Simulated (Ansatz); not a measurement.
# Data sheet: SiC (DFT)

SiC:
```
SiC
1.0
    3.07263     0.00000     0.00000
   -1.53631     2.66097     0.00000
    0.00000     0.00000     7.03910
Si C
3 3
Direct
  0.00000   0.50000   0.33333
  0.50000   0.50000   0.66667
  0.50000   0.00000   0.00000
  0.00000   0.50000   0.83333
  0.50000   0.50000   0.16667
  0.50000   0.00000   0.50000
```

Space group P6_422 (No. 181); conventional cell a = 3.073 Å, b = 3.073 Å, c = 7.039 Å, α = 90.00°, β = 90.00°, γ = 120.00°.

Method: r²SCAN in the plane-wave PAW code Ansatz. Structure relaxed to zero pressure with the same functional. Other levels are named where they apply.

**Cell and energy**

- Volume per atom = 9.59 Å³
- Density = 3.47 g/cm³
- Formation energy from the elements (no fitted shifts) = 0.34 eV/atom

**Electronic structure**

* **Band gap**: 1.18 eV (indirect)
* **Valence-band maximum**: at Γ
* **Conduction-band minimum**: at M (3 equivalent valleys)
* **Smallest direct gap on the standard path**: 3.41 eV
* **Electron effective mass**: 0.18, 0.44, 0.64 mₑ (principal values)
* **Hole effective mass**: 0.38, 0.38, 3.8 mₑ (principal values)
* **HSE06 gap on the r²SCAN cell**: 1.65 eV

**Mechanics**

Bulk modulus (Birch–Murnaghan fit): 230 GPa
Pressure derivative B′: 3.9
Elastic constants (relaxed ions, GPa): C11 = 473, C12 = 85.0, C13 = 89.9, C33 = 642, C44 = 214
Mechanical stability: stable (all eigenvalues of C positive)
Hill bulk and shear moduli: 233 and 212 GPa
Young's modulus: 487 GPa
Poisson's ratio: 0.15
Debye temperature from the elastic constants: 1200 K
Piezoelectric stress constants (proper, relaxed ions, C/m²): e14 = -0.46, e25 = 0.46

**Charges**

- Bader charges = Si +2.75, C -2.75 e

The start of the workflow was typed in or built on a structure type; neither database checked (COD, Materials Project) lists it. It is not the phase usual at ambient conditions (space group No. 186, 216). The cell was relaxed with r²SCAN under the symmetry of its start; whether a distortion lowers the energy is not shown. Its formation energy is positive at this level, so the cell may be metastable or incomplete. Signs of piezoelectric constants follow the polarity of the cell as given. The references are the lowest solids computed at this level, not always the standard phases.

Potentials: the later of the program's two PAW sets.
